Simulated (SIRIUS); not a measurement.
A self-consistent single point of Au (Cmcm, 4 atoms in the cell; from Materials Project mp-1008634, changed as shown).

```yaml
crystal:
  lattice:
    - [2.87907, 0.00000, 0.00000]
    - [0.00000, 5.21411, 0.00000]
    - [0.00000, 0.00000, 4.99103]
  atoms:
    - { symbol: Au, position: [0.00000, 0.33467, 0.75000] }
    - { symbol: Au, position: [0.50000, 0.16533, 0.25000] }
    - { symbol: Au, position: [0.50000, 0.83467, 0.75000] }
    - { symbol: Au, position: [0.00000, 0.66533, 0.25000] }
```

Level of theory: LDA (PW92), GBRV LDA ultrasoft pseudopotentials (plane waves; SIRIUS).

SIRIUS settings:

```
key                                                                   value
--------------------------------------  -----------------------------------
parameters.ngridk                                                     8 6 6
parameters.xc_functionals                           [XC_LDA_X, XC_LDA_C_PW]
parameters.gk_cutoff                                           6.325 1/bohr
parameters.pw_cutoff                                          14.143 1/bohr
parameters.smearing                                             fermi_dirac
parameters.smearing_width                                     0.00499791 Ha
potentials                              GBRV LDA ultrasoft pseudopotentials
parameters.electronic_structure_method                      pseudopotential
parameters.num_bands                                                     26
parameters.num_mag_dims                                                   0
parameters.num_dft_iter                                                 100
parameters.energy_tol                                              1e-07 Ha
parameters.density_tol                                                1e-06
mixer.type                                                         anderson
mixer.beta                                                              0.3
mixer.use_hartree                                                      true
```

Results:

| Item | Value |
|---|---|
| Number of valence electrons | 44 |
| Number of bands | 26 |
| Number of k-points after the program's reduction | 80 |
| Number of plane waves (most at a k-point) | 2181 |
| Number of SCF iterations | 14 |
| FFT grid | 27 × 48 × 45 |
| Free energy E − TS | -6254.6806 eV |
| Fermi level (on the code's own zero) | 13.25 eV |
| Pressure | -16.47 GPa |
| Largest force (vector length) | 0.010 eV/Å |

Forces (eV/Å):
```json
[
 {"atom": "Au1", "Fx": "0.000", "Fy": "-0.010", "Fz": "0.000"},
 {"atom": "Au2", "Fx": "0.000", "Fy": "0.010", "Fz": "0.000"},
 {"atom": "Au3", "Fx": "0.000", "Fy": "-0.010", "Fz": "0.000"},
 {"atom": "Au4", "Fx": "0.000", "Fy": "0.010", "Fz": "0.000"}
]
```

Stress (GPa, positive for compression):
```
-16.91    0.00    0.00
  0.00  -16.77    0.00
  0.00    0.00  -15.72
```

For comparison: a first run was changed to give this one (lattice scaled by 1.02), and from it to this one the free energy goes up by 90.9 meV/atom, the pressure goes from -10.06 to -16.47 GPa and the largest force goes from 0.001 to 0.010 eV/Å.

The structure comes from a collection of computed structures, made at another level of theory; the collection holds predicted forms beside known ones. No clean gap shows at this smearing width and mesh (spacing up to 0.27 Å⁻¹); the mesh is coarse for partly filled bands, so the values carry mesh errors.

Cost on one core: very roughly 90 core-seconds.
